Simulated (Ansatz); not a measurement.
Calculation for F (F2 molecule in a box): DFT, PBEsol, norm-conserving pseudopotentials, Ansatz's default files, scalar-relativistic (Ansatz 0.2.0).

The cell comes from a relaxation on PAW files under the same functional, begun from a database entry that needn't be the ground state.

Command: `ansatz run input.yaml --threads 4 --pin off --max-ram 10240MiB --backend cpu --events-out ev --progress --plain --runs-dir out`

```yaml
crystal:
  lattice:
    - [9.0, 0.0, 0.0]
    - [0.0, 9.2, 0.0]
    - [0.0, 0.0, 10.4]
  atoms:
    - { symbol: F, position: [0.5, 0.5, 0.4327798393] }
    - { symbol: F, position: [0.5, 0.5, 0.5672201607] }
kpoints:
  mp_grid: { grid: [1, 1, 1] }
scf:
  occupations: { method: fermi_dirac, width: 0.01 }
hamiltonian:
  xc: pbesol
  pseudopotentials: { kind: nc }
output:
  forces: true
  stress: true
  eigenvalues: true
```

Output:

```
Engine: ansatz 0.2.0
Pseudopotentials: kind: nc
Pseudopotential: F, nc, valence charge 7, recommended cutoff 1142.878222 eV (normal), F.nc.azcp (PseudoDojo's, or run here from an input of PseudoDojo's: the run reads no file of this project's for it)
Functional definition: PBEsol
  exchange = pbesol_x
  correlation = pbesol_c
Crystal: 2 atoms, lattice volume = 861.120 Å³
Basis set: ecut = 1142.878222 eV, 75643 PW (Γ), exchange–correlation on 200×216×240 points (8 copies of the dense FFT grid, shifted against one another)
Bands: 11, of which v1, the nominal top of the filled ones, is band 7 counted from 1 (6 counted from 0)
Symmetry: 8 space group operations
Space group: Pmmm (ITA 47), of the structure as read, at distance tolerance 9.5e-5 Å
k-points: 1
Non-local potential: F, projectors of the file, l = 0: 2, l = 1: 2, l = 2: 1
Initial density: superposition of atomic densities (neutral atoms: chi_scale 0, normalization atom)
Initial wavefunctions: pseudopotential atomic-orbital guess
Functional: x = pbesol(κ = 0.804, μ = 0.12345679012345678), c = pbesol(β = 0.046)
SCF iter   1: F=—  HF=-1332.724470 eV  |F-HF|=—  |Δ(HF+E_count)|=         —  Δρ=3.41e-2  dr2=1.95e0  ethr=3.10e-3  ⟨swp⟩=7.0  Hψ=74  notcnv=0
preconditioner: auto → Resta (q_TF=auto, 1.373 Å⁻¹)  ε∞=1.1  [insulator: Δε(μ)=4.949 eV  Ē_g=11.287 eV  σ=0.010 eV  W_gap=1.00  n_scr=30 (ndim 8)  ℏωp=4.0 eV  f_vac=0.929  D(μ)=0.00/eV (n_scr^D=0)  ε∞_Penn≈1.1  vacuum switching on, ρ_ref=9.2e-3 e/Å³]
SCF iter   2: F=—  HF=-1331.928331 eV  |F-HF|=—  |Δ(HF+E_count)|=   7.96e-1  Δρ=1.52e-2  dr2=3.29e-1  ethr=3.10e-3  ⟨swp⟩=3.0  Hψ=28  notcnv=0
SCF iter   3: F=—  HF=-1331.777993 eV  |F-HF|=—  |Δ(HF+E_count)|=   1.50e-1  Δρ=1.59e-3  dr2=4.71e-3  ethr=2.35e-3  ⟨swp⟩=3.0  Hψ=19  notcnv=0
SCF iter   4: F=—  HF=-1331.776140 eV  |F-HF|=—  |Δ(HF+E_count)|=   1.85e-3  Δρ=2.61e-4  dr2=1.06e-4  ethr=3.37e-5  ⟨swp⟩=3.0  Hψ=26  notcnv=0
SCF iter   5: F=—  HF=-1331.776103 eV  |F-HF|=—  |Δ(HF+E_count)|=   3.68e-5  Δρ=7.81e-5  dr2=6.81e-6  ethr=7.55e-7  ⟨swp⟩=2.0  Hψ=18  notcnv=0
SCF iter   6: F=—  HF=-1331.776117 eV  |F-HF|=—  |Δ(HF+E_count)|=   1.42e-5  Δρ=7.91e-6  dr2=1.25e-7  ethr=4.87e-8  ⟨swp⟩=2.0  Hψ=18  notcnv=0
SCF iter   7: F=-1331.776117 eV  HF=-1331.776117 eV  |F-HF|=2.33e-10  |Δ(HF+E_count)|=   2.52e-8  Δρ=6.55e-7  dr2=9.80e-10  ethr=7.14e-10  ⟨swp⟩=7.0  Hψ=57  notcnv=0
SCF 1 converged in 7 iterations: F = -1331.776117 eV  dr2 = 9.80e-10
SCF converged after 7 iterations
Free energy (F): -1331.776117 eV
Harris-Foulkes:  -1331.776117 eV  (|F-HF|=2.33e-10)
Internal energy: -1331.776117 eV  (E = F + TS)
E sigma→0 (E₀):  -1331.776117 eV
Fermi energy:    -7.316033 eV
--- Per-component energies (eV) ---
  E_band       = -240.217585
  E_kinetic    = 857.437732
  E_local      = -3074.258294  (includes V_loc(G=0)·N_el)
  E_nonlocal   = -132.119280
  E_hartree    = 1217.319902
  E_xc         = -288.712668
  E_vxc        = -325.918486  (∫ρ·V_xc dr)
  E_ewald      = 88.556490
  E_smearing   = -0.000000  (= −TS)
  E_closure    = -0.000000  (closes the sum)
  Σ components = -1331.776117   (vs F -1331.776117, Δ=0.00e0)
--- Forces (eV/Å), atoms counted from 1 ---
  atom   1  F      0.00000000     0.00000000    -0.00073492
  atom   2  F      0.00000000    -0.00000000     0.00073492
  max |Σ_I F_I| component: 6.20e-25 eV/Å
--- Stress (GPa, compression-positive) ---
        0.000044      -0.000000       0.000000
       -0.000000       0.000028       0.000000
        0.000000       0.000000       0.000263
  P = ⅓ Tr σ = 0.0001 GPa (0.001 kbar)
--- Band table (eV) ---
  k-point 0: bands = ["-33.9533", "-27.2652", "-15.4236", "-12.6508", "-12.6508", "-9.0826", "-9.0826", "-5.5564", "-0.2025", "1.1852", "1.2635"]
```

The norm-conserving files are those that the library serves for this functional.
